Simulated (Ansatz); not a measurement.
Cu:
```
Cu
1.0
    2.36955     0.00000     0.00000
    0.00000     2.36955     0.00000
    0.00000     0.00000     2.36955
Cu
1
Direct
  0.00000   0.00000   0.00000
```

Relaxed with r²SCAN. Special points in fractions of this cell's reciprocal vectors: Γ (0.000, 0.000, 0.000); X (0.000, 0.500, 0.000); M (0.500, 0.500, 0.000); R (0.500, 0.500, 0.500).

Problem. List the band energies nearest the Fermi level at these points for the program Ansatz at the r²SCAN level (PAW).

Solution. In eV from the Fermi level; about four levels below and three above (degenerate sets whole), none deeper than 8.9 eV; … stands for higher levels left out; points with the same levels are listed once.

```csv
k,below,above
Γ,-8.60 -4.13 -4.13,…
X,-3.78 -2.28 -2.28 -1.50,…
M,-3.52 -2.11 -2.11 -0.80,…
R,-3.82 -3.82 -3.82 -0.76 -0.76,…
```

Space group Pm-3m (simple cubic). The start of the workflow was typed in or built on a structure type; neither database checked (COD, Materials Project) lists it. It is not the phase usual at ambient conditions (space group No. 225). Symmetry was held in the r²SCAN relaxation. At this level the phase is mechanically unstable. No spin polarisation was allowed.

Potentials: the later of the program's two PAW sets.
